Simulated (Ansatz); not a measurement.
Relaxed-ion elastic tensor of Be$_{2}$C (fluorite or antifluorite type, Fm-3m) in GPa (Voigt order), LDA (plane waves, PAW; program Ansatz); density 2.57 g/cm³, 6.48 Å³ per atom.

```json
[
 {"": "1", "1": "607", "2": "21.4", "3": "21.4", "4": "0.0", "5": "0.0", "6": "0.0"},
 {"": "2", "1": "21.4", "2": "607", "3": "21.4", "4": "0.0", "5": "0.0", "6": "0.0"},
 {"": "3", "1": "21.4", "2": "21.4", "3": "607", "4": "0.0", "5": "0.0", "6": "0.0"},
 {"": "4", "1": "0.0", "2": "0.0", "3": "0.0", "4": "225", "5": "0.0", "6": "0.0"},
 {"": "5", "1": "0.0", "2": "0.0", "3": "0.0", "4": "0.0", "5": "225", "6": "0.0"},
 {"": "6", "1": "0.0", "2": "0.0", "3": "0.0", "4": "0.0", "5": "0.0", "6": "225"}
]
```

Problem. Is the crystal mechanically stable?

Solution. Yes: the smallest eigenvalue of C is 225 GPa.

Problem. Work out the Voigt, Reuss and Hill averages.

Solution. K_V = 217, K_R = 217, K_H = 217; G_V = 252, G_R = 248, G_H = 250 GPa.

Problem. Give Young's modulus, Poisson's ratio, Pugh's ratio and the universal anisotropy index.

Solution. E = 9KG/(3K + G) = 542 GPa; ν = 0.08; K/G = 0.87 (brittle by the Pugh limit of 1.75); A_U = 5G_V/G_R + K_V/K_R − 6 = 0.08.

Problem. Estimate the sound speeds and the Debye temperature.

Solution. v_l = √((K + 4G/3)/ρ) = 14600 m/s, v_t = √(G/ρ) = 9870 m/s, mean 10800 m/s; Θ = (h/k)(3n/4πV)^(1/3) v_m = 1720 K.

Problem. Give the Zener ratio and Young's modulus along [100], [110] and [111].

Solution. A = 2C44/(C11 − C12) = 0.77; 1/E = S11 − 2(S11 − S12 − S44/2)Γ with Γ = 0, 1/4, 1/3 gives 606, 524, 501 GPa.

The cell was relaxed with LDA under the symmetry of its start; phonons on a q-mesh show no instability.

Potentials: the later of the program's two PAW sets.
